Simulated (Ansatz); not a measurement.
TiBe12:
Space group I4/mmm (No. 139); a = b = 7.3303 Å, c = 4.1397 Å, α = β = γ = 90.00°

| atom | site | symmetry | x | y | z |
|---|---|---|---|---|---|
| Ti | 2a | 4/mmm | 0.0000 | 0.0000 | 0.0000 |
| Be | 8f | ..2/m | 0.2500 | 0.2500 | 0.2500 |
| Be | 8i | m2m. | 0.0000 | 0.3514 | 0.0000 |
| Be | 8j | m2m. | 0.0000 | 0.2171 | 0.5000 |
(The calculation used a cell of 13 atoms; values per cell refer to that cell.)

Relaxed at zero pressure with DFT-r²SCAN in the program Ansatz with PAW potentials.

The volume is raised by 9 % and shape and atoms relax at that volume. What pressure results, and how do the axes share the change?

-9.5 GPa; a 2.8 %, b 2.8 %, c 3.2 %; the energy rises by 24 meV/atom.

Give the new structure.


Space group I4/mmm (No. 139); a = b = 7.535 Å, c = 4.270 Å, α = β = γ = 90.00°

| atom | site | symmetry | x | y | z |
|---|---|---|---|---|---|
| Ti | 2a | 4/mmm | 0.0000 | 0.0000 | 0.0000 |
| Be | 8f | ..2/m | 0.2500 | 0.2500 | 0.2500 |
| Be | 8i | m2m. | 0.0000 | 0.3502 | 0.0000 |
| Be | 8j | m2m. | 0.0000 | 0.2167 | 0.5000 |

The phase is kept; no other phase was compared at this pressure.

The workflow started from a Materials Project entry (that database holds measured and hypothetical structures alike); the Crystallography Open Database copy checked does not list it. Whether it is the stable phase at ambient conditions was not checked. Symmetry was held in the r²SCAN relaxation; its stability against distortions is not shown here. The run is not spin-polarised. Axis ratios of metals converge slowly with the k-mesh, so a and c are less sure than the volume.

Potentials: the later of the program's two PAW sets.
